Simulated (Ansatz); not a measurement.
KMgH3: the gap against volume

KMgH3, Pm-3m, a = 3.992 Å. The structure is a COD entry; whether it is the stable form wasn't checked. Ansatz: r2SCAN, PAW, 500 eV, Γ-centred 6×6×6 mesh on 5 atoms, Gaussian smearing 0.02 eV; no spin polarisation. Symmetry fixes shape and atoms, so the cell is only scaled; x = ln(V/V0) with V0 = 12.723 Å³/atom. The gap is read at the mesh points alone.

| x | gap y (eV) |
| --- | --- |
| -0.0619 | 3.436 |
| -0.0305 | 3.315 |
| 0.0000 | 3.200 |
| 0.0296 | 3.093 |
| 0.0583 | ? |

Question: Fit a straight line to the other rows, give the volume deformation potential of the gap and its pressure coefficient, and predict the missing gap. B0 = 37.5 GPa.

Answer: Means x = -0.01570, y = 3.2610; Σ(Δx)² = 0.004652, ΣΔxΔy = -0.01745; the slope is their ratio. y = 3.2021 − 3.7515 x. The slope is the deformation potential a = dE_g/d ln V = -3.75 eV, and dE_g/dP = −a/B0 = 100 meV/GPa. At x = 0.0583 the fit asked for gives 2.983 eV. The run gave 2.991 eV, so the fit is 0.008 eV too low, 1.8 % of the span of the series, against an rms of 0.002 eV on the fitted rows. The row lies outside the fitted range. With a term in x² added, a fit to the same known rows predicts 2.992 eV, so most of the miss is curvature that the known rows already hold.

Semilocal functionals give gaps under the measured ones; changes of the gap mostly carry over better.

Cost: 5 runs of about 0.84 core-minutes in all, on Intel Xeon Processor @ 2.50GHz (Skylake/Cascade Lake) (shared hosts).